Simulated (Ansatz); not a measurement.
The start is a generated cell, Co built in the AFLOW prototype A_cI16_206_c (as in Si). The cell and all atomic positions are relaxed at zero pressure with PBE (plane waves to 420 eV, PAW, scalar-relativistic; Ansatz, a first-principles code). The first steps use a coarse 8×8×8 k-mesh.

The start:
```
CELL_PARAMETERS angstrom
     -2.81104     2.81104     2.81104
      2.81104    -2.81104     2.81104
      2.81104     2.81104    -2.81104
ATOMIC_POSITIONS crystal
  Co 0.29980 0.29980 0.29980
  Co 0.50000 0.00000 0.20020
  Co 0.00000 0.20020 0.50000
  Co 0.20020 0.50000 0.00000
  Co 0.70020 0.70020 0.70020
  Co 0.50000 0.00000 0.79980
  Co 0.00000 0.79980 0.50000
  Co 0.79980 0.50000 0.00000
```
Spin-polarised start, with parallel moments on Co.

**Question.** What pressure does the first self-consistent step give?

**Answer.** +49.6 GPa (positive: the cell is compressed).

**Question.** By how much does the energy per atom fall from start to end?

**Answer.** 0.49 eV/atom.

**Question.** Is the relaxed structure metallic? Give its gap.

**Answer.** Zero (metallic).

**Question.** What magnetic moments remain?

**Answer.** Net 1.73 μB/atom, ferromagnetic.

**Question.** Write out the relaxed structure.

**Answer.** 
```cif
data_Co16
_chemical_formula_sum 'Co16'
_space_group_name_H-M_alt 'Ia-3'
_space_group_IT_number 206
_space_group_name_Hall '-I 2b 2c 3'
_cell_length_a 6.10728
_cell_length_b 6.10728
_cell_length_c 6.10728
_cell_angle_alpha 90.000
_cell_angle_beta 90.000
_cell_angle_gamma 90.000
loop_
_atom_site_label
_atom_site_type_symbol
_atom_site_symmetry_multiplicity
_atom_site_Wyckoff_symbol
_atom_site_fract_x
_atom_site_fract_y
_atom_site_fract_z
_atom_site_occupancy
Co1 Co 16 c 0.14324 0.14324 0.14324 1
```
(The calculation used a cell of 8 atoms; values per cell refer to that cell.)

The space group stays Ia-3 (No. 206) (the run could not lower it); the end is AFLOW prototype A_cI16_206_c (as in Si), with 8 atoms in the primitive magnetic cell. Final values are on a 11×11×11 k-mesh of the relaxed cell. Spin state reached: ferromagnetic (net 1.73 μB/atom), from parallel starting moments; other spin orders were not run from this start.

The run could not lose the symmetry of its start: the end is stationary, and may be a saddle point rather than a minimum.

The relaxed structure here is a generated cell of Co: the first start was made by placing the elements on the sites of a structure type, and the end was not matched to a known phase here, so it may be hypothetical. Known forms of Co include space group No. 194.
